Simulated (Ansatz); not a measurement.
W2N (anti-CdI2 type, P-3m1), plane-wave PAW PBE (Ansatz code), all energies at zero smearing, with the estimated change up to a 700 eV cutoff added, with one set of potentials and settings (totals compare only within such a set). Cell of 3 atoms (1 N, 2 W): -21155.580 eV.

| element | reference phase | E (eV/atom) |
|---|---|---|
| N | Pa-3, 8 atoms in the cell | -384.0342 |
| W | Im-3m, 1 atoms in the cell | -10385.9177 |

Formation energy per atom, worked out: (-21155.580 − 1×(-384.0342) − 2×(-10385.9177))/3 = 0.096 eV/atom (9 kJ per mol of atoms), at 0 K, without zero-point energy or fitted corrections.

The cell is a constructed one: a structure type filled with these elements; neither database checked (COD, Materials Project) lists it. Its standing as an ambient phase is unchecked. The cell was relaxed with PBE under the symmetry of its start; its stability against distortions is not shown here. No spin polarisation was allowed. The references are the lowest solids computed at this level, not always the standard phases (solids in place of the gases). Scalar-relativistic: spin–orbit coupling is off unless named, which matters more the heavier the elements.

Potentials: the earlier of the program's two PAW sets.
